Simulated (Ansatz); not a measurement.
**GaIr (Pm-3m): elastic constants by finite strains**

Level of theory: PBEsol, all-electron LAPW in Ansatz 0.2.0, scalar-relativistic.

The cell comes from a PAW relaxation under the same functional.

Command line:

```sh
ansatz run input.yaml --threads 1 --pin off --max-ram 2560MiB --backend cpu --events-out ev --progress --plain --runs-dir out
```

Input file:

```yaml
crystal:
  lattice:
    - [3.01981444406, 0.0, 0.0]
    - [0.0, 3.01981444406, 0.0]
    - [0.0, 0.0, 3.01981444406]
  atoms:
    - { symbol: Ga, position: [0.0, 0.0, 0.0] }
    - { symbol: Ir, position: [0.5, 0.5, 0.5] }
kpoints:
  mp_grid: { grid: [14, 14, 14] }
scf:
  occupations: { method: fermi_dirac, width: 0.08 }
hamiltonian:
  xc: pbesol
  pseudopotentials: { kind: all_electron, lapw: { basis_error: 0.001 } }
elastic:
  mode: relaxed_ion
  stencil: two_point
  amplitude: 0.003
```

The program printed:

```
Warning: RAYON_NUM_THREADS=1 ignored (pool sized by the plan → 1); use --threads N
LAPW: plane waves up to 9.084 Å⁻¹, error target 1.0e-3 eV per atom; small_component_spin mean_spin; Ga in spheres of 1.237 Å, 21 of its electrons in bands, Dirac shells []; Ir in spheres of 1.300 Å, 41 of its electrons in bands, ...
Engine: ansatz 0.2.0, x86_64-unknown-linux-gnu
Pseudopotentials: kind: all_electron
Pseudopotential: Ga, LAPW, valence charge 21, lapw/all_electron/scalar/gaussian/Ga, Koelling and Harmon's equation, gaussian nucleus
Pseudopotential: Ir, LAPW, valence charge 41, lapw/all_electron/scalar/gaussian/Ir, Koelling and Harmon's equation, gaussian nucleus
Functional definition: PBEsol
  exchange = pbesol_x
  correlation = pbesol_c
Crystal: 2 atoms, lattice volume = 27.539 Å³
Basis set: ecut = 314.42970848097434 eV, 365 PW (Γ), exchange–correlation at level 2
Bands: 38, of which v1, the nominal top of the filled ones, is band 31 counted from 1 (30 counted from 0)
Symmetry: 48 space group operations
Space group: Pm-3m (ITA 221), of the structure as read, at distance tolerance 3.0e-5 Å
k-points: 120 of 2744
Non-local potential: Ga, projectors of the file, none
Non-local potential: Ir, projectors of the file, none
Initial density: superposition of atomic densities (chi_scale 0.1, normalization cell, long waves kept (reshape's long-wave potential 0.00 eV rms))
Initial wavefunctions: plane waves of lowest kinetic energy (no species holds an atomic orbital)
Functional: x = pbesol(κ = 0.804, μ = 0.12345679012345678), c = pbesol(β = 0.046)
iter 1 solved again at ethr=6.32e-4 eV; its pass at ethr=1.00e-1 eV (dr2=3.92e-1 eV) is discarded
SCF iter   1: F=—  HF=-537750.839129 eV  |F-HF|=—  |Δ(HF+E_count)|=         —  Δρ=3.09e-2  dr2=3.92e-1  ethr=6.32e-4  ⟨swp⟩=2.5  Hψ=28272  notcnv=0
preconditioner: auto → Kerker (q_TF=auto, 3.123 Å⁻¹)  [metal: Δε(μ)=0.022 eV  Ē_g=17.279 eV  σ=0.080 eV  W_gap=0.07  n_scr=18 (ndim 8)  ℏωp=33.2 eV  f_vac=0.000  D(μ)=0.78/eV (n_scr^D=6)]
SCF iter   2: F=—  HF=-537750.628433 eV  |F-HF|=—  |Δ(HF+E_count)|=   2.11e-1  Δρ=1.49e-2  dr2=6.38e-2  ethr=6.32e-4  ⟨swp⟩=2.0  Hψ=13802  notcnv=0
SCF iter   3: F=—  HF=-537750.600406 eV  |F-HF|=—  |Δ(HF+E_count)|=   2.80e-2  Δρ=1.28e-2  dr2=7.26e-2  ethr=1.03e-4  ⟨swp⟩=2.0  Hψ=13023  notcnv=0
SCF iter   4: F=—  HF=-537750.576085 eV  |F-HF|=—  |Δ(HF+E_count)|=   2.43e-2  Δρ=5.04e-3  dr2=9.55e-3  ethr=1.03e-4  ⟨swp⟩=2.0  Hψ=12960  notcnv=0
SCF iter   5: F=—  HF=-537750.577806 eV  |F-HF|=—  |Δ(HF+E_count)|=         —  Δρ=2.93e-3  dr2=4.55e-3  ethr=1.54e-5  ⟨swp⟩=2.0  Hψ=13022  notcnv=0
the basis was enlarged: its passes take 274.1 KiB over the memory plan, 1 of 1 planned eigensolver slots
iter 6 solved again at ethr=3.78e-7 eV; its pass at ethr=7.33e-6 eV (dr2=2.34e-4 eV) is discarded
SCF iter   6: F=—  HF=-537750.574814 eV  |F-HF|=—  |Δ(HF+E_count)|=   2.99e-3  Δρ=8.86e-4  dr2=2.34e-4  ethr=3.78e-7  ⟨swp⟩=2.0  Hψ=22326  notcnv=0
SCF iter   7: F=—  HF=-537750.574773 eV  |F-HF|=—  |Δ(HF+E_count)|=   4.11e-5  Δρ=4.61e-4  dr2=4.32e-5  ethr=3.77e-7  ⟨swp⟩=2.0  Hψ=13023  notcnv=0
[... 75 lines left out ...]
SCF iter   7: F=—  HF=-537750.574713 eV  |F-HF|=—  |Δ(HF+E_count)|=    0.00e0  Δρ=3.86e-7  dr2=2.32e-11  ethr=6.29e-12 (applied; sched 1.00e-12)  ⟨swp⟩=2.0  Hψ=49490  notcnv=0
SCF iter   8: F=—  HF=-537750.574713 eV  |F-HF|=—  |Δ(HF+E_count)|=  2.33e-10  Δρ=1.47e-7  dr2=3.29e-12  ethr=6.29e-12 (applied; sched 1.00e-12)  ⟨swp⟩=2.0  Hψ=49490  notcnv=0
SCF iter   9: F=—  HF=-537750.574713 eV  |F-HF|=—  |Δ(HF+E_count)|=  2.33e-10  Δρ=5.90e-8  dr2=6.32e-13  ethr=6.29e-12 (applied; sched 1.00e-12)  ⟨swp⟩=2.0  Hψ=49490  notcnv=0
SCF iter  10: F=—  HF=-537750.574713 eV  |F-HF|=—  |Δ(HF+E_count)|=  1.16e-10  Δρ=2.72e-8  dr2=1.14e-13  ethr=6.29e-12 (applied; sched 1.00e-12)  ⟨swp⟩=2.0  Hψ=49490  notcnv=0
SCF iter  11: F=-537750.574713 eV  HF=-537750.574713 eV  |F-HF|=6.98e-10  |Δ(HF+E_count)|=  3.49e-10  Δρ=5.93e-9  dr2=4.99e-15  ethr=6.29e-12 (applied; sched 1.00e-12)  ⟨swp⟩=2.0  Hψ=49490  notcnv=0
SCF 5 converged in 11 iterations: F = -537750.574713 eV  dr2 = 4.99e-15
SCF converged after 16 iterations
Free energy (F): -537750.574771 eV
Harris-Foulkes:  -537750.574771 eV  (|F-HF|=1.16e-10)
Internal energy: -537750.560930 eV  (E = F + TS)
E sigma→0 (E₀):  -537750.567850 eV
Entropy (-TS):   -0.013841 eV (-6.921 meV/atom)
Fermi energy:    25.134373 eV
--- Per-component energies (eV) ---
  E_band       = -3634.379875
  E_kinetic    = 602514.279490
  E_xc         = -11359.831284
  E_electrostatic = -1128905.009135  (all electrons and nuclei)
  E_smearing   = -0.013841  (= −TS)
  E_closure    = 0.000000  (closes the sum)
  Σ components = -537750.574771   (vs F -537750.574771, Δ=0.00e0)
  Basis errors (estimates in eV, not in F): energy 3.0e-4 per atom: plane waves 2.5e-4 (1.3e-4 summed), levels above the bands 2.7e-73, relativity 4.2e-8, radial functions 4.4e-5, core shells 1.5e-6; eigenvalues (radial functions ...
--- Forces (eV/Å), atoms counted from 1 ---
  atom   1  Ga    -0.00000000    -0.00000000     0.00000000
  atom   2  Ir    -0.00000000     0.00000000    -0.00000000
  max |Σ_I F_I| component: 6.25e-30 eV/Å
--- Stress (GPa, compression-positive) ---
        0.048055      -0.000000       0.000000
       -0.000000       0.048055       0.000000
        0.000000       0.000000       0.048055
  P = ⅓ Tr σ = 0.0481 GPa (0.481 kbar)
--- Elastic constants: 2 strain directions × 2 members + reference (group order 48) ---
  dense FFT box of the reference and of every strained cell: 18×18×18
  strains applied: 11, 23; error gains: componentwise 1.00 (the most a stress slope's error grows in a printed constant), spectral 1.73 (1 for all six strains in a standard setting)
  C = ∂σ_k/∂η_j (tension-positive GPa; Voigt order 11 22 33 23 13 12):
       297.051    217.134    217.134     -0.000     -0.000     -0.000
       217.134    297.051    217.134     -0.000     -0.000     -0.000
       217.134    217.134    297.051     -0.000     -0.000     -0.000
         0.000     -0.000     -0.000     74.187     -0.000      0.000
        -0.000     -0.000      0.000      0.000     74.187     -0.000
         0.000     -0.000     -0.000      0.000      0.000     74.187
  reference stress σ⁰ (GPa):     -0.048     -0.048     -0.048      0.000     -0.000      0.000
  no Pulay correction (none for the plane-wave cutoff is built on LAPW): the batch's stresses and constants are at fixed plane waves
  C* (energy form; C + prestress term) asymmetry max|C*_kj − C*_jk| = 2.842e-14 GPa — a small one proves nothing (zero by symmetry where the batch's group is 432, −43m or m−3m); a large one is finite-difference/SCF noise where ...
  moduli (Voigt/Reuss/Hill, GPa): K = 243.77/243.77/243.77   G = 60.50/55.25/57.88   E = 160.89   ν = 0.390
  mechanically stable: yes (min eigenvalue of sym C = 74.19 GPa)
  where every solve meets its electron count the energy-path curvature estimates C_jj along a normal strain and C_jj − ¼(σ⁰_aa + σ⁰_bb) along a shear (ab), closely only under elastic.basis: deformed
  strain η (Voigt 11):  stress-route row diagonal C_11 = 297.05 GPa, energy-path curvature d²(F+E_count)/dδ²/Ω₀ = 297.04 GPa
         δ    σ_11 (GPa)             F (eV)   n_scf  n_hpsi   n_pw
    -3.000e-3      -0.9703     -537750.5745107      11  435238    365   relax 0 steps, max|allowed force component| 9.37e-31 eV/Å
     3.000e-3       0.8121     -537750.5745710      11  434772    365   relax 0 steps, max|allowed force component| 8.26e-31 eV/Å
  strain η (Voigt 23):  stress-route row diagonal C_44 = 74.19 GPa, energy-path curvature d²(F+E_count)/dδ²/Ω₀ = 74.21 GPa
         δ    σ_23 (GPa)             F (eV)   n_scf  n_hpsi   n_pw
    -3.000e-3      -0.2226     -537750.5747132      11  681690    365   relax 0 steps, max|allowed force component| 1.58e-30 eV/Å
     3.000e-3       0.2226     -537750.5747132      11  681938    365   relax 0 steps, max|allowed force component| 1.58e-30 eV/Å
```

The calculation finished and met its thresholds.

Elastic moduli:

Elastic constants of a crystal by Kohn-Sham DFT: slopes of the stress over finite engineering strains of the given cell, Voigt indices, Cartesian axes as in the input; Hill averages of a grain aggregate, Debye temperature from the mean sound speed over directions.

- Bulk modulus: 243.8 GPa
- Shear modulus: 57.88 GPa
- Young modulus: 160.9 GPa
- Poisson ratio: 0.39
- Bulk over shear modulus: 4.212
- Elastic anisotropy index: 0.4743
- Least young modulus: 113.7 GPa
- Largest young modulus: 202.1 GPa
- Longitudinal sound speed: 4508 m/s
- Transverse sound speed: 1914 m/s
- Elastic debye temperature: 267.6 K
- Linear compressibility (x, y, z): 1.367, 1.367, 1.367 1/TPa
- Zener ratio: 1.857
- Cauchy pressure: 142.9 GPa

Elastic constants:

```json
{"Pressure at rest": "0.048 GPa", "Least elastic eigenvalue": "74.19 GPa", "Elastically stable": "yes"}
```

| index | elastic (GPa) |
| --- | --- |
| 11 | 297.1 |
| 12 | 217.1 |
| 44 | 74.19 |

**Strained cells**

Stress of each strained cell less that at rest, tension positive.

```
strain component  strain  stress xx (GPa)  stress yy (GPa)  stress zz (GPa)  stress yz (GPa)  stress xz (GPa)  stress xy (GPa)  relaxation steps
              xx  -0.003          -0.9222          -0.6479          -0.6479                0                0                0                 0
              xx   0.003           0.8602           0.6549           0.6549                0                0                0                 0
              yz  -0.003          -0.0022          -0.0025          -0.0025          -0.2226                0                0                 0
              yz   0.003          -0.0022          -0.0025          -0.0025           0.2226                0                0                 0
```

Limits of these numbers: responses of metals move with mesh and smearing; no spin-orbit coupling on heavy atoms; the softest shear constant rests on one k mesh, and a soft shear can herald a distortion on cooling.

It took 5.4 min on 1 thread of Intel(R) Xeon(R) 6975P-C (Granite Rapids), with other jobs on the host, peak memory 1.7 GiB.
